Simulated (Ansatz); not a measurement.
Consider the following.

HfGe2:
```xyz
3
Lattice="4.4094 0.0000 0.0000 -2.2047 3.8186 0.0000 0.0000 0.0000 3.4021" Properties=species:S:1:pos:R:3 pbc="T T T"
Hf     0.0000     0.0000     0.0000
Ge     0.0000     2.5458     1.7011
Ge     2.2047     1.2729     1.7011
```

This is the PBE-relaxed structure.

**Question.** All from PBE (plane waves, PAW; program Ansatz), unless another level is named. Give the electronic character.

**Answer.** metallic (no gap).

**Question.** And the density of states at the Fermi level?

**Answer.** 0.53 states/eV per atom (mean over ±0.08 eV).

**Question.** Next, the formation energy from the elements (no fitted shifts)?

**Answer.** 0.050 eV/atom.

Space group P6/mmm. The cell is a constructed one: a structure type filled with these elements; neither database checked (COD, Materials Project) lists it. COD files the formula under space group No. 63, so this cell is another polymorph or a model. Its standing as an ambient phase is unchecked. Symmetry was held in the PBE relaxation; whether a distortion lowers the energy is not shown. No spin polarisation was allowed. The references are the lowest solids computed at this level, not always the standard phases. Spin–orbit coupling is left out wherever it is not named.

Potentials: the earlier of the program's two PAW sets.
